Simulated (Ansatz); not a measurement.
## P: pressure against volume

P, Cmce, a = 3.349 Å, b = 9.896 Å, c = 3.831 Å. Ansatz: PBEsol+D3(BJ), PAW, 420 eV, Γ-centred 14×14×12 mesh on 4 atoms, Gaussian smearing 0.10 eV; no spin polarisation. Shape and atoms are relaxed at each volume; pressure is positive in compression.

```
V (Å³/atom) P (GPa)
     13.967     7.67
     14.443     4.99
     14.919        ?
     15.395     1.35
     15.871    -0.01
     16.347    -1.06
     16.823    -1.78
     17.458    -2.39
```

Take V0 = 15.871 Å³/atom, count pressures from its P0 = -0.01 GPa, fit the third-order Birch–Murnaghan form to the other rows, and predict the missing pressure.

With the Eulerian strain f = ½[(V0/V)^(2/3) − 1] and y = (P − P0)/[3f(1 + 2f)^(5/2)], the form is the line y = B0 + 1.5 B0 (B0′ − 4) f. Rows (f, y): 0.04447, 46.5; 0.03244, 43.9; 0.01025, 42.0; -0.00975, 37.7; -0.01905, 34.1; -0.03078, 30.2. Means f = 0.004597, y = 39.067; Σ(Δf)² = 0.004414, ΣΔfΔy = 0.8983; the slope is their ratio. y = 38.13 + 203.5 f GPa, so B0 = 38.1 GPa and B0′ = 4 + 2 × (203.5)/(3 × 38.13) = 7.56. At V = 14.919, f = 0.02105, y = 42.41 and P = 2.96 GPa. The run gave 2.95 GPa, so the fit is 0.01 GPa too high, within the rms miss on the fitted rows (0.08 GPa).

Cost: 8 runs of about 9.3 core-minutes in all, on Intel Xeon 6975P-C (Granite Rapids) (shared hosts).